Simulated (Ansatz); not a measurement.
BeTe in space group P-6m2 (No. 187; Be on 1a, Te on 1f) under volume change, PBE in the plane-wave PAW code Ansatz, shape and atoms relaxed at each volume.

| V (Å³/atom) | E − E(relaxed) (meV/atom) | P (GPa) |
|---|---|---|
| 18.335 | 31.6 | 6.30 |
| 18.940 | 12.7 | 3.78 |
| 19.544 | 2.6 | 1.60 |
| 20.149 | 0.0 | 0.00 |
| 20.753 | 3.1 | -1.61 |
| 21.358 | 11.8 | -2.93 |
| 21.962 | 25.0 | -4.05 |

Task: What does a third-order Birch–Murnaghan fit give for V₀, B₀ and B′?

Result: V₀ = 20.11 Å³/atom, B₀ = 55.5 GPa, B′ = 4.3.

The cell is a constructed one: a structure type filled with these elements; neither database checked (COD, Materials Project) lists it. COD files the formula under space group No. 216, so this cell is another polymorph or a model. Its standing as an ambient phase is unchecked. Symmetry was held in the PBE relaxation; whether a distortion lowers the energy is not shown. Scalar-relativistic: spin–orbit coupling is off unless named, which matters more the heavier the elements.

Potentials: the later of the program's two PAW sets.
